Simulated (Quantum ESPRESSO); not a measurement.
# Ru4Pd2TaSc: one run as intended and one with a planted mistake

A calculation, not a measurement. The program is pw.x of Quantum ESPRESSO 7.5 (plane-wave density functional theory). The cell is made up: eight metal atoms on a hexagonal close-packed lattice, with elements, volume, strain and displacements drawn at random and not relaxed, so it may be unstable or far from any real phase. PseudoDojo standard norm-conserving files set the functional (PBE unless stated); there is no spin polarisation or spin-orbit coupling, the Fermi-Dirac width of 0.25 eV means electrons at about 2900 K, and the masses in the input are unused placeholders. Heavy elements are run without spin-orbit coupling, which real alloys of them have. A spin test at this wide smearing found no moment, but such smearing suppresses magnetism that the real alloy may have.

Intended input:

```
&control calculation='scf', pseudo_dir='./dojo.nc.sr.pbe.v0_5.standard.upf', outdir='./o', disk_io='minimal', tprnfor=.true., tstress=.true. /
&system ibrav=0, nat=8, ntyp=4, nbnd=80, ecutwfc=84.00895049, nosym=.true., tot_charge=0,
 occupations='smearing', smearing='fd', degauss=0.0183746611
/
&electrons conv_thr=1.470e-08, electron_maxstep=70, mixing_beta=0.5 /
ATOMIC_SPECIES
Pd 1.0 Pd.upf
Ru 1.0 Ru.upf
Sc 1.0 Sc.upf
Ta 1.0 Ta.upf
CELL_PARAMETERS angstrom
2.9314 0.0 0.0
1.4657 -2.5387 -4.6519
1.4657 7.616 -4.6519
ATOMIC_POSITIONS angstrom
Ru 0.011 -0.0392 0.0271
Pd 1.4786 2.5499 -4.6622
Ta 1.4516 -0.8443 -2.3366
Pd 2.9265 1.6918 -6.9947
Ru 2.8954 5.0397 -4.6583
Sc 2.9281 0.0547 -4.6652
Ru 2.9248 1.6962 -2.3431
Ru 4.3884 4.2225 -7.031
K_POINTS automatic
8 5 3 1 1 1
```

The log is shortened where brackets say so; the opening notice, blank lines, dates and the lines on written files are dropped, and the path of the files is cut. It prints rydbergs, bohrs and kilobars, and counts compression as positive stress. Its total energy is the free energy E - TS of the whole cell.

Log of the intended run:

```
     Program PWSCF v.7.5
     Parallel version (MPI & OpenMP), running on       4 processor cores
     Number of MPI processes:                 4
     Threads/MPI process:                     1
     [start-up lines left out]
     bravais-lattice index     =            0
     lattice parameter (alat)  =       5.5395  a.u.
     unit-cell volume          =     934.4782 (a.u.)^3
     number of atoms/cell      =            8
     number of atomic types    =            4
     number of electrons       =       124.00
     number of Kohn-Sham states=           80
     kinetic-energy cutoff     =      84.0090  Ry
     charge density cutoff     =     336.0358  Ry
     scf convergence threshold =      1.5E-08
     mixing beta               =       0.5000
     number of iterations used =            8  plain     mixing
     Exchange-correlation= PBE
                           (   1   4   3   4   0   0   0)
     [axes and pseudopotential details left out]
   Cartesian axes
     site n.     atom                  positions (alat units)
         1        Ru     tau(   1) = (   0.0037525  -0.0133725   0.0092447  )
         2        Pd     tau(   2) = (   0.5044006   0.8698574  -1.5904346  )
         3        Ta     tau(   3) = (   0.4951900  -0.2880194  -0.7970935  )
         4        Pd     tau(   4) = (   0.9983284   0.5771304  -2.3861295  )
         5        Ru     tau(   5) = (   0.9877192   1.7192127  -1.5891042  )
         6        Sc     tau(   6) = (   0.9988743   0.0186600  -1.5914580  )
         7        Ru     tau(   7) = (   0.9977485   0.5786314  -0.7993109  )
         8        Ru     tau(   8) = (   1.4970321   1.4404380  -2.3985127  )
     number of k points=    60  Fermi-Dirac smearing, width (Ry)=  0.0184
                       cart. coord. in units 2pi/alat
        k(    1) = (   0.0625000   0.0192449  -0.0538255), wk =   0.0333333
        k(    2) = (   0.0625000  -0.1732045   0.0512007), wk =   0.0333333
     [further k points left out]
     Dense  grid:    97117 G-vectors     FFT dimensions: (  36,  64, 100)
     Estimated max dynamical RAM per process >     406.54 MB
     Estimated total dynamical RAM >       1.52 GB
     Initial potential from superposition of free atoms
     starting charge     123.9930, renormalised to     124.0000
     Starting wfcs are   78 randomized atomic wfcs +    2 random wfcs
     total cpu time spent up to now is        5.9 secs
     per-process dynamical memory:   324.9 Mb
     Self-consistent Calculation
     iteration #  1     ecut=    84.01 Ry     beta= 0.50
     Davidson diagonalization with overlap
     ethr =  1.00E-02,  avg # of iterations =  3.0
     total cpu time spent up to now is       21.9 secs
     total energy              =   -1553.30638877 Ry
     estimated scf accuracy    <      35.50457981 Ry
     iteration #  2     ecut=    84.01 Ry     beta= 0.50
     Davidson diagonalization with overlap
     ethr =  1.00E-02,  avg # of iterations =  5.8
     total cpu time spent up to now is       46.4 secs
     total energy              =   -1556.88827402 Ry
     estimated scf accuracy    <     419.00589060 Ry
     [iterations 3 to 25 left out]
     iteration # 26     ecut=    84.01 Ry     beta= 0.50
     Davidson diagonalization with overlap
     ethr =  2.61E-11,  avg # of iterations =  1.0
     total cpu time spent up to now is      367.3 secs
     total energy              =   -1577.62002027 Ry
     estimated scf accuracy    <       0.00000001 Ry
     iteration # 27     ecut=    84.01 Ry     beta= 0.50
     Davidson diagonalization with overlap
     ethr =  1.19E-11,  avg # of iterations =  1.0
     total cpu time spent up to now is      379.4 secs
     End of self-consistent calculation
     [lines on levels left out]
!    total energy              =   -1577.62002027 Ry
     estimated scf accuracy    <          7.9E-10 Ry
     smearing contrib. (-TS)   =      -0.15138791 Ry
     internal energy E=F+TS    =   -1577.46863236 Ry
     The total energy is F=E-TS. E is the sum of the following terms:
     one-electron contribution =    -490.23761783 Ry
     hartree contribution      =     311.23187064 Ry
     xc contribution           =    -266.23020013 Ry
     ewald contribution        =   -1132.23268503 Ry
     convergence has been achieved in  27 iterations
     Forces acting on atoms (cartesian axes, Ry/au):
     atom    1 type  2   force =    -0.00361913   -0.01563705    0.01267794
     atom    2 type  1   force =    -0.00274070    0.01460067    0.00713464
     atom    3 type  4   force =     0.00081012   -0.03706393    0.10047645
     atom    4 type  1   force =    -0.00111083    0.00748057   -0.01155830
     atom    5 type  2   force =     0.00581064    0.03876422   -0.02987481
     atom    6 type  3   force =    -0.00048146    0.00564258   -0.06180677
     atom    7 type  2   force =     0.00142228   -0.03308529   -0.01255446
     atom    8 type  2   force =    -0.00009094    0.01929822   -0.00449469
     Total force =     0.142403     Total SCF correction =     0.000184
     Computing stress (Cartesian axis) and pressure
          total   stress  (Ry/bohr**3)                   (kbar)     P=     -174.90
  -0.00103645  -0.00000615   0.00000430         -152.47       -0.91        0.63
  -0.00000615  -0.00144326  -0.00016791           -0.91     -212.31      -24.70
   0.00000430  -0.00016791  -0.00108705            0.63      -24.70     -159.91
     init_run     :      5.53s CPU      5.80s WALL (       1 calls)
     electrons    :    363.70s CPU    373.46s WALL (       1 calls)
     forces       :      2.14s CPU      2.15s WALL (       1 calls)
     stress       :      7.57s CPU      7.68s WALL (       1 calls)
     [timing details left out]
     PWSCF        :   6m19.05s CPU   6m29.29s WALL
     JOB DONE.
```

A second run has one planted mistake: one atom is of a wrong element. The input lines that differ:

```
- &system ibrav=0, nat=8, ntyp=4, nbnd=80, ecutwfc=84.00895049, nosym=.true., tot_charge=0,
+ &system ibrav=0, nat=8, ntyp=5, nbnd=77, ecutwfc=84.00895049, nosym=.true., tot_charge=0,
+ Hf 1.0 Hf.upf
- Pd 1.4786 2.5499 -4.6622
+ Hf 1.4786 2.5499 -4.6622
```

Its log:

```
     Program PWSCF v.7.5
     Parallel version (MPI & OpenMP), running on       4 processor cores
     Number of MPI processes:                 4
     Threads/MPI process:                     1
     [start-up lines left out]
     bravais-lattice index     =            0
     lattice parameter (alat)  =       5.5395  a.u.
     unit-cell volume          =     934.4782 (a.u.)^3
     number of atoms/cell      =            8
     number of atomic types    =            5
     number of electrons       =       118.00
     number of Kohn-Sham states=           77
     kinetic-energy cutoff     =      84.0090  Ry
     charge density cutoff     =     336.0358  Ry
     scf convergence threshold =      1.5E-08
     mixing beta               =       0.5000
     number of iterations used =            8  plain     mixing
     Exchange-correlation= PBE
                           (   1   4   3   4   0   0   0)
     [axes and pseudopotential details left out]
   Cartesian axes
     site n.     atom                  positions (alat units)
         1        Ru     tau(   1) = (   0.0037525  -0.0133725   0.0092447  )
         2        Hf     tau(   2) = (   0.5044006   0.8698574  -1.5904346  )
         3        Ta     tau(   3) = (   0.4951900  -0.2880194  -0.7970935  )
         4        Pd     tau(   4) = (   0.9983284   0.5771304  -2.3861295  )
         5        Ru     tau(   5) = (   0.9877192   1.7192127  -1.5891042  )
         6        Sc     tau(   6) = (   0.9988743   0.0186600  -1.5914580  )
         7        Ru     tau(   7) = (   0.9977485   0.5786314  -0.7993109  )
         8        Ru     tau(   8) = (   1.4970321   1.4404380  -2.3985127  )
     number of k points=    60  Fermi-Dirac smearing, width (Ry)=  0.0184
                       cart. coord. in units 2pi/alat
        k(    1) = (   0.0625000   0.0192449  -0.0538255), wk =   0.0333333
        k(    2) = (   0.0625000  -0.1732045   0.0512007), wk =   0.0333333
     [further k points left out]
     Dense  grid:    97117 G-vectors     FFT dimensions: (  36,  64, 100)
     Estimated max dynamical RAM per process >     404.42 MB
     Estimated total dynamical RAM >       1.51 GB
     Initial potential from superposition of free atoms
     starting charge     117.9913, renormalised to     118.0000
     Starting wfcs are   79 randomized atomic wfcs
     total cpu time spent up to now is        6.5 secs
     per-process dynamical memory:   320.6 Mb
     Self-consistent Calculation
     iteration #  1     ecut=    84.01 Ry     beta= 0.50
     Davidson diagonalization with overlap
     ethr =  1.00E-02,  avg # of iterations =  3.9
     total cpu time spent up to now is       23.3 secs
     total energy              =   -1406.67095986 Ry
     estimated scf accuracy    <      19.19750008 Ry
     iteration #  2     ecut=    84.01 Ry     beta= 0.50
     Davidson diagonalization with overlap
     ethr =  1.00E-02,  avg # of iterations =  5.0
     total cpu time spent up to now is       44.0 secs
     total energy              =   -1402.18650332 Ry
     estimated scf accuracy    <     274.94729253 Ry
     [iterations 3 to 22 left out]
     iteration # 23     ecut=    84.01 Ry     beta= 0.50
     Davidson diagonalization with overlap
     ethr =  1.35E-10,  avg # of iterations =  1.0
     total cpu time spent up to now is      325.7 secs
     total energy              =   -1419.50231757 Ry
     estimated scf accuracy    <       0.00000002 Ry
     iteration # 24     ecut=    84.01 Ry     beta= 0.50
     Davidson diagonalization with overlap
     ethr =  1.92E-11,  avg # of iterations =  1.8
     total cpu time spent up to now is      338.5 secs
     End of self-consistent calculation
     [lines on levels left out]
!    total energy              =   -1419.50231757 Ry
     estimated scf accuracy    <          1.1E-09 Ry
     smearing contrib. (-TS)   =      -0.14664918 Ry
     internal energy E=F+TS    =   -1419.35566839 Ry
     The total energy is F=E-TS. E is the sum of the following terms:
     one-electron contribution =    -394.92988222 Ry
     hartree contribution      =     259.99704696 Ry
     xc contribution           =    -252.77268760 Ry
     ewald contribution        =   -1031.65014554 Ry
     convergence has been achieved in  24 iterations
     Forces acting on atoms (cartesian axes, Ry/au):
     atom    1 type  3   force =    -0.00361592   -0.01340682    0.01133339
     atom    2 type  1   force =    -0.00203517    0.09149669    0.00335450
     atom    3 type  5   force =     0.00086579   -0.03580153    0.09305533
     atom    4 type  2   force =    -0.00117000    0.01103707    0.00003229
     atom    5 type  3   force =     0.00530067    0.03090446   -0.03274061
     atom    6 type  4   force =     0.00063480   -0.07864219   -0.05030636
     atom    7 type  3   force =     0.00069386   -0.02695239   -0.01504146
     atom    8 type  3   force =    -0.00067402    0.02136471   -0.00968707
     Total force =     0.176205     Total SCF correction =     0.000169
     Computing stress (Cartesian axis) and pressure
          total   stress  (Ry/bohr**3)                   (kbar)     P=     -107.05
  -0.00040207  -0.00001794   0.00000314          -59.15       -2.64        0.46
  -0.00001794  -0.00089003  -0.00013772           -2.64     -130.93      -20.26
   0.00000314  -0.00013772  -0.00089114            0.46      -20.26     -131.09
     init_run     :      6.01s CPU      6.22s WALL (       1 calls)
     electrons    :    323.57s CPU    331.95s WALL (       1 calls)
     forces       :      2.29s CPU      2.32s WALL (       1 calls)
     stress       :      8.30s CPU      8.30s WALL (       1 calls)
     [timing details left out]
     PWSCF        :   5m40.48s CPU   5m49.17s WALL
     JOB DONE.
```

|  | intended run | run with the mistake |
| --- | --- | --- |
| free energy (eV) | -21464.614 | -19313.313 |
| entropy term -TS, part of it (eV) | -2.060 | -1.995 |
| pressure (GPa) | -17.49 | -10.71 |
| size of the largest force component (eV/Å) | 2.583 | 2.393 |
| largest change of a force component (eV/Å) |  | 2.167 |
| iterations | 27 | 24 |

For scale, a rerun of the intended cell at a higher cutoff and on a denser mesh moved values by no more than 0.005 eV in energy, 0.06 GPa in stress and 0.007 eV/Å in force, and a second program with other atomic files agreed on that cell to 2 % rms in force and 0.5 GPa in pressure. Files of another functional or element have another zero of energy, so the energy change says nothing on stability. The number of bands, nbnd, was set by rule from the electron count, so it follows the mistake.